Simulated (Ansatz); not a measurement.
The relaxed structure here is a generated cell of AlPt: the first start was made by a random draw of sites in a space group, and the end was not matched to a known phase here, so it may be hypothetical.

One stationary structure of AlPt. Space group Fm-3m (No. 225), rock salt type. Level of theory: PBEsol (plane waves to 420 eV, PAW, scalar-relativistic; Ansatz, a first-principles code).

```xyz
2
Lattice="0.0000 2.5405 2.5405 2.5405 0.0000 2.5405 2.5405 2.5405 0.0000" Properties=species:S:1:pos:R:3 pbc="T T T"
Al     2.5405     2.5405     2.5405
Pt     0.0000     0.0000     0.0000
```

| Item | Result |
|---|---|
| Volume per atom | 16.40 Å³ |
| Band gap | zero (metallic) |
| Shortest distances | Al–Pt 2.54 Å; Al–Al 3.59 Å; Pt–Pt 3.59 Å |
| k-mesh | 16×16×16 |

Band energies at high-symmetry points (eV from the Fermi level; labels of this space group; no spin-orbit coupling), from −5 eV up to 1.5 eV:

```csv
point,energies
Γ,-3.50 -3.50 -3.50 -3.38 -3.38
X,-4.60 -3.01 -2.79 -1.84 -1.84 -0.76
U,-4.72 -3.79 -3.43 -2.06 -1.77 -0.28 0.59
K,-4.72 -3.79 -3.43 -2.06 -1.77 -0.28 0.59
L,-4.22 -4.22 -2.19 -2.19 -1.13
W,-4.17 -4.17 -4.00 -1.83 -1.39 0.25 0.25
```

No spin polarisation in the result.

The run could not lower the symmetry of its start; a shaken copy of this end point relaxes with PBEsol to R-3m (No. 166), 0.23 eV/atom lower.
